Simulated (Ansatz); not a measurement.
# SrCd4Pt2: reading a single point

```
CELL_PARAMETERS angstrom
8.22940 0.00000 0.00000
0.00000 8.22940 0.00000
0.00000 0.00000 4.47865
ATOMIC_POSITIONS crystal
Pt 0.27937 0.27937 0.00000
Pt 0.22063 0.77937 0.50000
Pt 0.72063 0.72063 0.00000
Pt 0.77937 0.22063 0.50000
Sr 0.00000 0.00000 0.00000
Sr 0.50000 0.50000 0.50000
Cd 0.84397 0.40724 0.00000
Cd 0.09276 0.34397 0.50000
Cd 0.15603 0.59276 0.00000
Cd 0.90724 0.65603 0.50000
Cd 0.34397 0.09276 0.50000
Cd 0.59276 0.15603 0.00000
Cd 0.65603 0.90724 0.50000
Cd 0.40724 0.84397 0.00000
```

Method: r2SCAN, no spin polarisation; PAW, plane waves to 500 eV, 3×3×6 Γ-centred mesh, methfessel-paxton occupations (width 0.112 eV) (Ansatz 0.2.0), atoms fixed.

(1) Is the cell too large or too small?

(2) What is the formation energy?

(3) Is there a gap?

(4) What do density and ELF say about some of the short contacts?

Origin: a database entry at a rescaled volume.

Results:

(1) The pressure is 1.1 GPa (compression positive), so with the atoms held at these fractions the cell would first expand.

(2) -0.53 eV an atom against the elements' usual phases (free molecules for gases, crystals otherwise, with no correction for O₂ or N₂), so it is bound against them; other compounds may still compete. Relaxing would lower it.

(3) It is a metal, with about 4.7 states/eV a cell as the mean within 0.25 eV of the Fermi level.

(4) Pt–Cd at 2.77 Å: least valence density 0.32 e/Å³ and ELF 0.23 there. Cd–Cd at 2.92 Å: least valence density 0.21 e/Å³ and ELF 0.20 there. Pt–Sr at 3.25 Å: least valence density 0.12 e/Å³ and ELF 0.07 there. These are pseudo-fields; inside the PAW spheres they differ from the all-electron ones.
